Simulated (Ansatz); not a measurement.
Relaxed TiN (rock salt):

```xyz
4
Lattice="0.0000 4.2467 4.2467 2.1234 0.0000 2.1234 2.1234 2.1234 0.0000" Properties=species:S:1:pos:R:3 pbc="T T T"
N      0.0000     0.0000     0.0000
N      0.0000     2.1234     2.1234
Ti     2.1234     2.1234     2.1234
Ti     2.1234     4.2467     4.2467
```

In this cell atom 4 (Ti, nearest neighbour N at 2.123 Å; its periodic images, 3.0 Å or more away, move with it) is moved by s towards the nearest neighbour, unit vector (-1.000, 0.000, 0.000); all other atoms and the cell stay fixed.

These are PBE (plane waves to 420 eV, PAW, scalar-relativistic; Ansatz, a quantum-chemistry and plane-wave program) values and carry that method's errors. k mesh 15×15×15 (Γ-centred), Fermi-Dirac smearing 0.05 eV. The energy includes the smearing's −TS. Left out: 2 of 11 points, with atoms too close for the PAW data. With partly filled bands, energies and forces of such displacements shift with the k mesh and the smearing. The PAW data are Ansatz's earlier set. TiN is run without spin polarisation. TiN was relaxed with its symmetry unable to fall. The zero of ΔE is the undisplaced structure.

Successive frames, forces in eV/Å:

```csv
frame,ΔE (meV/cell),F on N1,F on N2,F on Ti3,F on Ti4
s = 0.084 Å,32,"(-0.510, -0.021, -0.021)","(-0.359, 0.018, 0.018)","(0.082, 0.092, 0.092)","(0.787, -0.089, -0.089)"
s = 0.000 Å,0,"(0.000, 0.000, 0.000)","(0.000, 0.000, 0.000)","(0.000, 0.000, 0.000)","(0.000, 0.000, 0.000)"
s = -0.084 Å,32,"(0.359, -0.018, -0.018)","(0.510, 0.021, 0.021)","(-0.082, -0.092, -0.092)","(-0.787, 0.089, 0.089)"
s = -0.168 Å,140,"(0.598, -0.066, -0.066)","(1.237, 0.066, 0.066)","(0.011, -0.256, -0.256)","(-1.845, 0.255, 0.255)"
```

What are the energy and the forces in the next frame, s = -0.252 Å?

ΔE (meV/cell) = 354.

| atom | Fx | Fy | Fz |
|---|---|---|---|
| N1 | 0.742 | -0.128 | -0.128 |
| N2 | 2.290 | 0.117 | 0.117 |
| Ti3 | 0.284 | -0.486 | -0.486 |
| Ti4 | -3.316 | 0.497 | 0.497 |

(A displaced cell: forces are minus the slopes of the energy, force constants its curvatures, and phonons follow from these.)
